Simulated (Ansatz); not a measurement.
Here is the system:

HfC:
Space group Pm-3m (No. 221); a = b = c = 2.8874 Å, α = β = γ = 90.00°

```
atom  site  symmetry       x       y       z
----  ----  --------  ------  ------  ------
Hf      1a      m-3m  0.0000  0.0000  0.0000
C       1b      m-3m  0.5000  0.5000  0.5000
```

This is the r²SCAN-relaxed structure.

All from r²SCAN (plane waves, PAW; program Ansatz), unless another level is named. Give the electronic character.

metallic (no gap).

And the density of states at the Fermi level?

0.89 states/eV per atom (mean over ±0.08 eV).

What about the formation energy from the elements (no fitted shifts)?

0.39 eV/atom.

Give the gap with spin–orbit coupling.

none (metallic).

The cell is a constructed one: a structure type filled with these elements; neither database checked (COD, Materials Project) lists it. It is not the phase usual at ambient conditions (space group No. 225). The cell was relaxed with r²SCAN under the symmetry of its start. At this level the phase is mechanically unstable. No spin polarisation was allowed. The references are the lowest solids computed at this level, not always the standard phases. Spin–orbit coupling is left out wherever it is not named.

Potentials: the earlier of the program's two PAW sets.
